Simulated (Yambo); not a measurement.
```
CsCaH3
1.0
    4.62119     0.00000     0.00000
    0.00000     4.62119     0.00000
    0.00000     0.00000     4.62119
H Ca Cs
3 1 1
Cartesian
  2.31060   0.00000   2.31060
  0.00000   2.31060   2.31060
  2.31060   2.31060   0.00000
  2.31060   2.31060   2.31060
  0.00000   0.00000   0.00000
```

CsCaH$_{3}$ (cubic perovskite, space group Pm-3m, No. 221): mean Im ε in 1 eV windows above the direct gap of 5.17 eV, for different electron-hole kernels (Yambo, broadening 0.15 eV, norm-conserving PBEsol (Quantum ESPRESSO, 72 Ry, with spin-orbit coupling) bands; 4×4×4 mesh, 6 valence and 22 conduction bands, static screening with 92 bands and a 3 Ry block, scissor 2.27 eV, Tamm-Dancoff; field along x).

```
window (eV)   independent quasiparticles  RPA (no attraction)  BSE
------------  --------------------------  -------------------  ---
5.2 to 6.2                           0.8                  0.5  5.2
6.2 to 7.2                           3.1                  2.1  4.4
7.2 to 8.2                           4.3                  3.7  2.1
8.2 to 9.2                           4.2                  3.9  1.5
9.2 to 10.2                          2.3                  3.4  0.7
10.2 to 11.2                         1.0                  1.5  0.8
```

This run doesn't resolve bound excitons or single peaks, so only averages are given, and they too depend on the mesh; weight that the attraction moves below the gap isn't listed. All transitions below 11.60 eV are in the band window. The scissor comes from a G0W0 run whose convergence isn't established.

The cell is held in this high symmetry; tilts and polar distortions were not searched.

Geometry of the Materials Project entry, not relaxed at this level.

The structure is a Materials Project entry; no match was found in the copy of COD used, and its stability was not checked.
